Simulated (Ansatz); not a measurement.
**Stationary points along a deformation path in P**

These are results of Ansatz, DFT r2SCAN, scalar-relativistic, plane waves, PAW, not measurements. Settings: plane waves to 500 eV, k-mesh 10×1×8 (Γ-centred), Gaussian smearing 0.05 eV. No spin polarisation. Energies are free energies at this smearing, counted from the undisturbed cell; pressure is positive in compression.

Zero of the scan (as given, not relaxed at this level; it stands at 0.1 GPa; this form isn't the usual structure):

```
P
1.0
     3.28373    0.00000    0.00000
     0.00000   34.85703    0.00000
     0.00000    0.00000    4.63208
P
4
Direct
  0.00000 0.97026 0.59215
  0.00000 0.02974 0.40785
  0.50000 0.02974 0.09215
  0.50000 0.97026 0.90785
```

The cell holds layers and no dispersion correction was added, so their binding is poorly described.

At fixed volume and fractional coordinates, lengths along (0.000, 0.000, 1.000) are scaled against those across it; ρ is that ratio over its starting value. V = 132.548 Å³/atom. Δσ is the stress along the axis less the mean stress across it (compression positive).

```csv
ρ,ΔE (meV/atom),Δσ (GPa),space group
0.800,163.7,2.18,Pmna
0.850,95.1,1.88,Pmna
0.920,27.9,1.14,Pmna
0.960,7.1,0.61,Pmna
1.000,0.0,0.01,Pmna
1.050,10.3,-0.79,Pmna
1.100,41.2,-1.63,Pmna
1.200,158.8,-3.28,Pmna
1.300,333.9,-4.27,Pmna
```

Q: How does the stress give the slope of the energy, and where is the energy stationary?

A: Along the path d ln(length) is 2/3 d ln ρ on the axis and −1/3 d ln ρ across it, so dE/d ln ρ = −(2/3) V Δσ: the energy falls with ρ where Δσ is positive. Δσ vanishes or changes sign at ρ = 1.000 (Pmna), a minimum at 0.0 meV/atom. Pairs of stationary points between two samples would go unseen, and could change a minimum read from distant neighbours into a maximum.

Q: Integrate that slope from ρ = 1 to 1.200 by the trapezoid rule.

A: With V/N in Å³ and 1 eV/Å³ = 160.2 GPa the slopes at ρ = 1.000, 1.050, 1.100, 1.200 are -6, 437, 898, 1811 meV/atom per unit of ln ρ. The steps add 10.5 + 31.0 + 117.8 = 159.4 meV/atom, against 158.8 from the energies; the trapezoid rule misses the curvature of the slope within each step.

Forces appear on the atoms along this scan, and letting them relax would lower the energy and soften the response. The gap closes along the scan, which can put kinks into the curve.